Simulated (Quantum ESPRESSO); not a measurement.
Ga2MgSiP4, a curve over one atom's position

Simulated, not a measurement. The program is pw.x of Quantum ESPRESSO 7.5 (plane-wave density functional theory). The cell is made up: 8 atoms on a zincblende/diamond lattice, with randomly drawn elements, strain and displacements, not relaxed. PseudoDojo standard norm-conserving files (v0.5 for PBE, v0.4.1 for LDA and PBEsol) set the functional; there is no spin polarisation, spin-orbit coupling or dispersion term, and the masses in the input are unused placeholders.

Seven runs move atom 3 (Mg, counted in the order of the input) along z and keep all else fixed.

Input of the run at +0.0415:

```
&control calculation='scf', pseudo_dir='./dojo.nc.sr.pbe.v0_5.standard.upf', outdir='./o', disk_io='medium', tprnfor=.true., tstress=.true. /
&system ibrav=0, nat=8, ntyp=4, nbnd=36, ecutwfc=84.00895049, nosym=.true., tot_charge=0,
 occupations='smearing', smearing='fd', degauss=0.0018374661
/
&electrons conv_thr=7.350e-09, electron_maxstep=60, /
ATOMIC_SPECIES
Ga 1.0 Ga.upf
Mg 1.0 Mg.upf
P 1.0 P.upf
Si 1.0 Si.upf
CELL_PARAMETERS angstrom
5.6178 -0.0073 0.0246
-0.0073 5.4448 0.0247
0.0246 0.0247 5.5175
ATOMIC_POSITIONS angstrom
Ga -0.0574 0.039 0.0225
Ga -0.0066 2.7366 2.7581
Mg 2.8028 -0.0273 2.8102
Si 2.7579 2.7182 0.041
P 1.3948 1.3816 1.3652
P 1.4136 4.118 4.1865
P 4.2217 1.3498 4.1434
P 4.2003 4.0608 1.4323
K_POINTS automatic
4 4 4 1 1 1
```

| shift of atom 3 along z (Å) | free energy less that of the input shown (eV) | Fx on atom 3 (eV/Å) | Fy on atom 3 (eV/Å) | Fz on atom 3 (eV/Å) | pressure (GPa) | iterations |
| --- | --- | --- | --- | --- | --- | --- |
| -0.1672 | 0.0892 | -0.204 | 0.420 | 1.440 | 0.37 | 10 |
| -0.1131 | 0.0253 | -0.139 | 0.410 | 0.928 | 0.28 | 10 |
| +0.0415 | 0.0000 | 0.059 | 0.415 | -0.606 | 0.27 | 10 |
| +0.1087 | 0.0630 | 0.151 | 0.434 | -1.275 | 0.40 | 10 |
| +0.1358 | 0.1012 | 0.188 | 0.443 | -1.536 | 0.47 | 10 |
| +0.1568 | 0.1355 | 0.219 | 0.453 | -1.737 | 0.53 | 10 |
| +0.1910 | 0.2006 | 0.269 | 0.470 | -2.070 | 0.65 | 10 |

A cubic fit gives dFz/dz = -9.99 eV/Å² at zero shift. Across the table the free energy follows the integral of the force to within 0.3 meV. A rerun of one of the cells at 1437 eV and a 6 x 6 x 6 mesh moved values by no more than 0.008 eV in energy, 0.02 GPa in stress and 0.004 eV/Å in force.